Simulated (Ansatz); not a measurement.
Fields on a plane of Ca3GeO (anti-perovskite)

```yaml
crystal:
  lattice:
    - [4.67028, 0.00000, 0.00000]
    - [0.00000, 4.67028, 0.00000]
    - [0.00000, 0.00000, 4.67028]
  atoms:
    - { symbol: Ca, position: [0.50000, 0.50000, 0.00000] }
    - { symbol: Ca, position: [0.00000, 0.50000, 0.50000] }
    - { symbol: Ca, position: [0.50000, 0.00000, 0.50000] }
    - { symbol: Ge, position: [0.00000, 0.00000, 0.00000] }
    - { symbol: O, position: [0.50000, 0.50000, 0.50000] }
```

The slice is a {110} plane (indices of the conventional cell) through the point (0.000, 0.500, 0.500) (fractional), spanned by u = [100] and v = [011] in vectors of this cell: u (4.67 Å) and v (6.60 Å, at 90° to u). It covers one period; positions are fractions (u, v).

Atoms on it: Ca at (0.00, 0.00); Ge at (0.00, 0.50); O at (0.50, 0.00).

The numbers are results of PBEsol (plane waves to 420 eV, PAW, scalar-relativistic; Ansatz, a quantum-chemistry and plane-wave program), not measurements. k mesh 10×10×10. Inside the PAW spheres the values are not all-electron values, and peaks at nuclei hang on which shells count as valence. At this level the bands of Ca3GeO touch or barely overlap. Ca3GeO was relaxed with its symmetry unable to fall.

```
|****++--::::==++****++==::::--++**|
|++++==::..::--==++++==--::..::==++|
|==--::..  ..::--------::..  ..::--|
|::....      ....::::....      ....|
|..                                |
|......                        ....|
|........                    ......|
|::::::....                ....::::|
|----::::....            ....::::--|
|++++--::::..            ..::::--++|
|%%##++--::....        ....::--++##|
|@@%%++--::....        ....::--++%%|
|%%##++--::....        ....::--++##|
|++++--::::..            ..::::--++|
|----::::....            ....::::--|
|::::::....                ....::::|
|........                    ......|
|......                        ....|
|..                                |
|::....      ....::::....      ....|
|==--::..  ..::--------::..  ..::--|
|++++==::..::--==++++==--::..::==++|
|****++--::::==++****++==::::--++**|
|****++==::::==**####**==::::==++**|
```
Scale: ten equal steps from -1.26 (start of ' ') to 1.75 (end of '@'), in the order ' .:-=+*#%@'. Values: log₁₀ of the valence density in e/Å³. The map has 17 points along u (two characters each, u = 0 at the left) and 24 along v (v = 0 in the bottom row). The scale is logarithmic, as a density can span decades between atoms and voids.

```
|xxxxxxxx0044xxxxxxxxxxxx4400xxxxxx|
|xxxxxxxx2255xxxxxxxxxxxx5522xxxxxx|
|xxxxxx00446677xxxxxxxx77664400xxxx|
|0000224455667777666677776655442200|
|5555666677776666555566667777666655|
|7777888888776655444455667788888877|
|7777888888776655555555667788888877|
|2233557788887766666666778888775533|
|xxxxxx447788887777777788887744xxxx|
|xxxxxxxx55889999888899998855xxxxxx|
|xxxxxxxx33889999999999998833xxxxxx|
|xxxxxxxx22889999999999998822xxxxxx|
|xxxxxxxx33889999999999998833xxxxxx|
|xxxxxxxx55889999888899998855xxxxxx|
|xxxxxx447788887777777788887744xxxx|
|2233557788887766666666778888775533|
|7777888888776655555555667788888877|
|7777888888776655444455667788888877|
|5555666677776666555566667777666655|
|0000224455667777666677776655442200|
|xxxxxx00446677xxxxxxxx77664400xxxx|
|xxxxxxxx2255xxxxxxxxxxxx5522xxxxxx|
|xxxxxxxx0044xxxxxxxxxxxx4400xxxxxx|
|xxxxxxxx00xxxxxxxxxxxxxxxx00xxxxxx|
```
Scale: ten equal steps from 0.00 (start of '0') to 8.79 (end of '9'), in the order '0123456789'. Values: electrostatic potential energy of an electron, from the cell's mean, in eV. The map has 17 points along u (two characters each, u = 0 at the left) and 24 along v (v = 0 in the bottom row). Points within 1 Å of a nucleus are blanked (x), as the pseudised field means little there. Values under 0 eV are set to 0. The zero, the cell's mean, hangs on the PAW cores.

Density on the Ca–O line (2.34 Å) at its midpoint: 0.30 e/Å³
ELF at that point: 0.1
